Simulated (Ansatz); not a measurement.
The relaxed structure here is a generated cell of P2W: the first start was made by placing the elements on the sites of a structure type, and the end was not matched to a known phase here, so it may be hypothetical.

One starting cell of P₂W (a generated trial cell of P2W in the AFLOW prototype A2B_hP9_147_g_ad (B_b, as in ZnAg2)) was relaxed twice with Ansatz (plane waves, PAW, scalar-relativistic): with PBEsol at 420 eV and with PBE at 420 eV. The PBEsol result:

```
P2W
1.0
    6.94137     0.00000     0.00000
   -3.47068     6.01140     0.00000
    0.00000     0.00000     3.04372
W P
3 6
Direct
  0.00000   0.00000   0.00000
  0.66667   0.33333   0.72579
  0.33333   0.66667   0.27421
  0.62842   0.68018   0.76669
  0.05177   0.37158   0.76669
  0.31982   0.94823   0.76669
  0.37158   0.31982   0.23331
  0.94823   0.62842   0.23331
  0.68018   0.05177   0.23331
```

```tsv
quantity	PBEsol	PBE
space group	P-3	P-3
volume (Å³/atom)	14.11	?
a (Å)	6.941	?
c (Å)	3.044	?
gap (eV, no spin-orbit coupling)	0.00	?
```

Problem. What does PBE give for the same quantities?

Solution. 
- volume (Å³/atom), PBE: 14.56
- a (Å), PBE: 6.990
- c (Å), PBE: 3.097
- gap (eV, no spin-orbit coupling), PBE: 0.00

Both levels end in the same structure; PBE's volume is 3.2 % larger. Neither column is exact.

No spin polarisation in the result.

The run could not lose the symmetry of its start: the end is stationary, and may be a saddle point rather than a minimum.

Ansatz is a quantum-chemistry and plane-wave program.
